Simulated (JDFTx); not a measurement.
System: W(110) (Im-3m bulk; lattice of mp-91, not re-optimised at this level), (2×1) cell of 6 atoms in 3 planes, area 14.21 Å² a face, 4.4 Å between the outermost planes in a cell 23.5 Å high; k mesh 4×10×1, Fermi width 0.01 Ha, no spin polarisation.

Adsorbate: O on both faces at 0.50 monolayer, started bridge and relaxed in vacuum, keeping the symmetry of the start.

All numbers are PBE, GBRV ultrasoft potentials, plane waves to 20/100 Ha results from a modified build of JDFTx, not measurements. The adsorption energy per O is [E(slab + 2 O) − E(slab)]/2 − (E(H2O) − E(H2)), with the gas molecules relaxed at the same level and slab energies taken as (E + F)/2, the usual estimate of zero smearing. In reaction energies these potentials put H₂ about 0.03 eV too high against large-basis PBE. Energies are static: no zero-point or thermal terms. Both faces are alike, and the cell allows no reconstruction beyond its size.

Question: Predict the adsorption energy and the geometry, and the change of the work function.

Answer: -0.74 eV. O sits 1.41 Å above the highest substrate atom, bound to 2 W at 1.97 Å. The work function goes from 4.90 to 6.02 eV. In CANDLE, water, 1 M KF, at zero charge, the adsorption energy is -0.78 eV and the potential of zero charge moves from 0.09 to 1.02 V vs SHE (4.44 V convention).
